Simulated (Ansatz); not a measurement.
Level: r2SCAN, no spin polarisation; 500 eV; 6×6×6 Γ-centred mesh; methfessel-paxton occupations (width 0.0783 eV); Ansatz 0.2.0, fixed geometry.

Computed maps in the lattice plane spanned by a (left to right, 4.76 Å, 14 points from zero) and b (bottom to top, 4.76 Å, 14 points from zero), 90° apart, at height 0.500 along c. The fields are smooth PAW ones with compensation charges, not the true ones near nuclei.

Valence density. Digits on a logarithmic scale: 0 up to 0.03 e/Å³, each further digit a factor of 1.6, 9 from 1.3 e/Å³ up:
```
46788764344443
57999975433334
68999986433334
68999986433334
57999975433334
46788764344443
44566544456654
43444434678876
54333345799997
64333346899998
64333346899998
54333345799997
43444434678876
44566544456654
```

ELF. Ten even steps from '0' (0.01) to '9' (0.40):
```
47999974245542
69833896445544
79300397557755
79300397557755
69833896445544
47999974245542
24677642467764
42455424799997
64455446983389
75577557930039
75577557930039
64455446983389
42455424799997
24677642467764
```

Question: The cell is BaTl$_{2}$P$_{2}$. Which atoms lie within 0.2 Å of this plane, and where (fractions of a and b)?

Answer: Tl at (0.75, 0.25), Tl at (0.25, 0.75). The whole cell:
```
CELL_PARAMETERS angstrom
0.00000 4.76009 0.00000
4.76009 0.00000 0.00000
2.38005 2.38005 -5.61965
ATOMIC_POSITIONS crystal
Ba 0.00000 0.00000 0.00000
Tl 0.75000 0.25000 0.50000
Tl 0.25000 0.75000 0.50000
P 0.38420 0.38420 0.23160
P 0.61580 0.61580 0.76840
```

Origin: a known structure type with other elements, at an estimated volume, so it need not be a known compound. Caveats: atoms or cell far from equilibrium.
